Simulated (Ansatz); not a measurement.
CoSi2:
Space group Fm-3m (No. 225); a = 5.2736 Å, b = 5.2736 Å, c = 5.2736 Å, α = 90.00°, β = 90.00°, γ = 90.00°

```tsv
atom	site	symmetry	x	y	z
Co	4a	m-3m	0.0000	0.0000	0.0000
Si	8c	-43m	0.2500	0.2500	0.2500
```
(The calculation used a cell of 3 atoms; values per cell refer to that cell.)

Relaxed with LDA.

Task: Which orbitals make up the states near the Fermi level in LDA (plane waves, PAW; program Ansatz)?

Result: Within 0.5 eV of the Fermi level: Si 3p 44 %, Co 3d 42 %, outside the projected shells 8 %. Projections are on Löwdin-orthogonalised atomic valence shells; empty p or d shells of many metals are not among them.

Task: Tabulate the density of states.

Result: States/eV per cell of 3 atoms, in 0.25 eV bins, energy from the Fermi level.

```
E (eV)  total  Co 3d  Si 3p  Si 3s
------  -----  -----  -----  -----
-7.85    0.70   0.09   0.23   0.36
-7.60    0.68   0.10   0.22   0.34
-7.35    0.72   0.12   0.26   0.32
-7.10    0.73   0.14   0.27   0.29
-6.85    0.82   0.17   0.33   0.29
-6.60    0.84   0.18   0.35   0.26
-6.35    0.78   0.16   0.39   0.19
-6.10    0.74   0.16   0.40   0.15
-5.85    0.79   0.17   0.45   0.13
-5.60    0.83   0.19   0.49   0.11
-5.35    0.90   0.22   0.54   0.10
-5.10    1.00   0.26   0.60   0.10
-4.85    1.14   0.32   0.67   0.09
-4.60    1.38   0.43   0.79   0.09
-4.35    2.29   0.92   1.20   0.09
-4.10    3.06   1.34   1.53   0.10
-3.85    3.06   1.54   1.38   0.08
-3.60    1.98   0.94   0.95   0.05
-3.35    1.53   0.75   0.67   0.05
-3.10    2.04   1.20   0.68   0.08
-2.85    1.51   0.95   0.45   0.05
-2.60    1.56   1.10   0.36   0.03
-2.35    2.68   2.07   0.47   0.02
-2.10    4.26   3.61   0.41   0.03
-1.85    5.18   4.50   0.40   0.04
-1.60    3.36   2.94   0.20   0.04
-1.35    2.95   2.39   0.32   0.06
-1.10    2.29   1.57   0.52   0.06
-0.85    2.25   1.37   0.68   0.05
-0.60    2.57   1.41   0.94   0.05
-0.35    1.62   0.73   0.71   0.05
-0.10    1.12   0.48   0.49   0.04
0.15     0.86   0.34   0.39   0.04
0.40     0.68   0.24   0.31   0.04
0.65     0.54   0.18   0.25   0.04
0.90     0.45   0.13   0.20   0.05
1.15     0.39   0.10   0.16   0.08
1.40     0.26   0.06   0.12   0.03
1.65     0.34   0.09   0.11   0.09
1.90     0.96   0.41   0.15   0.34
2.15     1.47   0.57   0.31   0.48
2.40     2.06   0.63   0.62   0.63
2.65     2.17   0.48   0.78   0.69
2.90     1.11   0.24   0.42   0.30
3.15     0.73   0.15   0.24   0.12
3.40     0.46   0.08   0.12   0.03
3.65     0.91   0.17   0.37   0.07
3.90     2.85   0.59   1.48   0.26
4.15     2.04   0.34   1.04   0.21
4.40     1.49   0.21   0.77   0.15
4.65     1.25   0.16   0.66   0.14
4.90     1.01   0.12   0.52   0.17
```

The cell was relaxed with LDA under the symmetry of its start; phonons on a q-mesh show no instability. No spin polarisation was allowed.

Potentials: the later of the program's two PAW sets.
